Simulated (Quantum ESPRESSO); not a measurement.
## Kohn-Sham bands of Au (fcc (Cu type))

```yaml
crystal:
  lattice:
    - [0.00000, 2.08564, 2.08564]
    - [2.08564, 0.00000, 2.08564]
    - [2.08564, 2.08564, 0.00000]
  atoms:
    - { symbol: Au, position: [0.00000, 0.00000, 0.00000] }
```

Cell from Materials Project (mp-81), symmetrised, no further relaxation. This is the element's usual structure. Method: PBEsol plane waves in Quantum ESPRESSO 7.5 (PseudoDojo norm-conserving files, 61 Ry, spinors with spin-orbit coupling), Bloch states on a 10×10×10 mesh through Γ, Wannier90 4.0.1. Density: 18×18×18 mesh, cold smearing 0.01 Ry.

Task: List the Kohn-Sham levels between −8 and 3.0 eV relative to the Fermi level at the high-symmetry points, as a band run of pw.x on that density gives them (levels within 2 meV counted together).

Result: 
```tsv
point	k (reciprocal lattice)	levels (eV)
Γ	0.000 0.000 0.000	-5.01 (×4), -3.80 (×2), -2.71 (×4)
X	0.500 0.000 0.500	-6.65 (×2), -6.40 (×2), -2.15 (×2), -1.98 (×2), -0.98 (×2), 0.90 (×2)
U	0.625 0.250 0.625	-6.14 (×2), -5.61 (×2), -3.66 (×2), -2.76 (×2), -1.79 (×2)
K	0.375 0.375 0.750	-6.14 (×2), -5.61 (×2), -3.66 (×2), -2.76 (×2), -1.79 (×2)
L	0.500 0.500 0.500	-6.90 (×2), -5.11 (×2), -3.92 (×2), -2.21 (×2), -1.50 (×2), -0.89 (×2), 2.80 (×2)
W	0.500 0.250 0.750	-5.74 (×2), -5.25 (×2), -4.62 (×2), -2.93 (×2), -1.54 (×2)
```
